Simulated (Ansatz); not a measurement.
Input:

B:
```
CELL_PARAMETERS angstrom
      2.43818     1.40768     4.16647
     -2.43818     1.40768     4.16647
      0.00000    -2.81537     4.16647
ATOMIC_POSITIONS crystal
  B  0.01062 0.65383 0.01062
  B  0.98938 0.34617 0.98938
  B  0.01062 0.01062 0.65383
  B  0.98938 0.98938 0.34617
  B  0.65383 0.01062 0.01062
  B  0.34617 0.98938 0.98938
  B  0.22159 0.62980 0.22159
  B  0.77841 0.37020 0.77841
  B  0.22159 0.22159 0.62980
  B  0.77841 0.77841 0.37020
  B  0.62980 0.22159 0.22159
  B  0.37020 0.77841 0.77841
```

This is the PBEsol-relaxed structure. Tensor components refer to the Cartesian frame of this cell.

All from plane-wave PAW PBEsol (Ansatz code), unless another level is named. Predict the bulk modulus (Birch–Murnaghan fit).

217 GPa.

And the elastic constants (relaxed ions, GPa)?

C11 = 471, C12 = 113, C13 = 46.8, C14 = 25.1, C33 = 611, C44 = 206.

Space group R-3m (α-B12). Symmetry was held in the PBEsol relaxation.

Potentials: the later of the program's two PAW sets.
